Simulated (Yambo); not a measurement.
G0W0@PBEsol for HgS (space group P3_221, No. 154) in Yambo. Reference settings: 3×3×1 Γ-centred k mesh, bands 13 to 315 and a 8 Ry block in the screening, 315 bands in G with the Bruneval-Gonze terminator, plasmon pole fitted at 27.2 eV. The PBEsol gap Γ → Γ on this mesh is 1.24 eV; G0W0 gaps are taken between the same points.

With and without the terminator, as bands are cut:

| bands in G (in W) | gap, terminator (eV) | gap, none (eV) | valence shift, terminator (eV) | valence shift, none (eV) |
|---|---|---|---|---|
| 120 (315) | 2.076 | 2.106 | -0.631 | -0.185 |
| 204 (315) | 2.075 | 2.099 | -0.664 | -0.456 |
| 315 (315) | 2.075 | 2.090 | -0.673 | -0.579 |

Over this range the gap spans 0.001 eV with the terminator and 0.016 eV without, the valence shift 0.042 eV and 0.394 eV. Neither column has reached its limit for certain.

Spin-orbit coupling is not included.

Geometry relaxed with PBE+D3(BJ); primitive cell a = 4.161 Å, b = 4.161 Å, c = 9.505 Å, α = 90.00°, β = 90.00°, γ = 120.00°.

A shift is the quasiparticle energy of the state minus its PBEsol energy.
